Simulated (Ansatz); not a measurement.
Relaxed Os (hcp, Mg type):

```
Os
1.0
    5.50971     0.00000     0.00000
   -1.37743     2.38577     0.00000
    0.00000     0.00000     4.34430
Os
4
Cartesian
  0.00000   1.59052   3.25823
  2.75485   1.59052   3.25823
  1.37743   0.79526   1.08608
  4.13228   0.79526   1.08608
```

In this cell atom 1 (Os, nearest neighbour Os at 2.692 Å; its periodic images, 2.8 Å or more away, move with it) is moved by s along Cartesian [111], unit vector (0.577, 0.577, 0.577); all other atoms and the cell stay fixed.

The numbers are results of PBE (plane waves to 420 eV, PAW, scalar-relativistic; Ansatz, an electronic-structure program), not measurements. k mesh 8×16×9 (Γ-centred), Fermi-Dirac smearing 0.05 eV. The energy includes the smearing's −TS. Stress and pressure are positive under compression. Left out: 3 of 11 points, with atoms too close for the PAW data. With partly filled bands, energies and forces of such displacements shift with the k mesh and the smearing. Os is run without spin polarisation. Os was relaxed with its symmetry unable to fall. Spin-orbit coupling is left out, though Os is heavy. ΔE is measured from the undisplaced structure.

### Question
Give the computed ΔE (meV/cell) and P (GPa) at s (Å) = -0.486, -0.162, 0.162, 0.324, 0.486, 0.648.

### Answer
| s (Å) | ΔE (meV/cell) | P (GPa) |
|---|---|---|
| -0.486 | 2304 | 25.3 |
| -0.162 | 203 | 2.5 |
| 0.162 | 197 | 2.5 |
| 0.324 | 842 | 10.2 |
| 0.486 | 2084 | 23.5 |
| 0.648 | 4045 | 42.6 |

(A displaced cell: forces are minus the slopes of the energy, force constants its curvatures, and phonons follow from these.)
